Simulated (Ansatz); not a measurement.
One crystal and one scan (scan of one atom of the cell) at two levels, PBE (plane waves to 420 eV, PAW, scalar-relativistic; Ansatz, a quantum-chemistry and plane-wave program) and r2SCAN (plane waves to 500 eV, PAW, scalar-relativistic; Ansatz), each from its own relaxed cell and on its own mesh. The cell shown is that of PBE.

Relaxed Sn (diamond):

```
Sn
1.0
    0.00000     3.32768     3.32768
    3.32768     0.00000     3.32768
    3.32768     3.32768     0.00000
Sn
2
Cartesian
  1.66384   1.66384   1.66384
  0.00000   0.00000   0.00000
```

Scan: atom 1 (Sn, nearest neighbour Sn at 2.882 Å; its periodic images, 4.7 Å or more away, move with it) is displaced along Cartesian [111], direction (0.577, 0.577, 0.577) in Cartesian axes, by s. The other atoms stay.

E stands for the smeared free energy. Sn was relaxed with its symmetry unable to fall. (PBE) Left out: 1 of 11 points, with atoms too close for the PAW data. (r2SCAN) Left out: 1 of 11 points, with atoms too close for the PAW data. With partly filled bands, energies and forces of such displacements shift with the k mesh and the smearing. Percentages come from the unrounded values.

Results of PBE:

| Item | Result |
|---|---|
| Lattice constant a (Å) | 6.655 |
| Force constant k = d²E/ds² at s = 0 (finite differences) (eV/Å²) | 6.62 |
| Zone-centre optical wavenumber from k (cm⁻¹) | 174 |
| Shape of the curve | a single well with its minimum at or next to zero displacement |

Task: What does r2SCAN give for the same quantities?

Result: 
| quantity | r2SCAN | PBE − r2SCAN |
|---|---|---|
| Lattice constant a (Å) | 6.567 | +0.088 (+1.3 %) |
| Force constant k = d²E/ds² at s = 0 (finite differences) (eV/Å²) | 7.63 | -1.01 (-13 %) |
| Zone-centre optical wavenumber from k (cm⁻¹) | 187 | -13 (-7 %) |

PBE gives the higher value for: lattice constant a. PBE gives the lower value for: force constant k = d²E/ds² at s = 0; zone-centre optical wavenumber from k. Both give the same shape of the curve: a single well with its minimum at or next to zero displacement.

(A displaced cell: forces are minus the slopes of the energy, force constants its curvatures, and phonons follow from these.)
